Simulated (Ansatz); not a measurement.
Relaxed ZnS (zinc blende):

```xyz
2
Lattice="0.0000 2.6783 2.6783 2.6783 0.0000 2.6783 2.6783 2.6783 0.0000" Properties=species:S:1:pos:R:3 pbc="T T T"
S      4.0175     4.0175     4.0175
Zn     0.0000     0.0000     0.0000
```

All values below come from PBEsol (plane waves to 420 eV, PAW, scalar-relativistic; Ansatz, an electronic-structure program). k mesh 9×9×9 (Γ-centred), Fermi-Dirac smearing 0.05 eV. ZnS was relaxed with its symmetry unable to fall.

One atom of the cell was then moved (with its periodic images), all else fixed, and the forces (eV/Å) came out as:

```csv
atom,Fx,Fy,Fz
S1,0.000,-2.149,0.000
Zn2,0.000,2.149,0.000
```

With two atoms only their relative shift counts; take S1 as fixed.

### Question
Which atom was moved, and by which vector (Å)?

### Answer
Zn2, by (0.00, -0.39, 0.00), 0.39 Å in all.

(For displaced atoms, the force is minus the slope of the energy, and its curvature is a force constant, which sets phonon frequencies.)
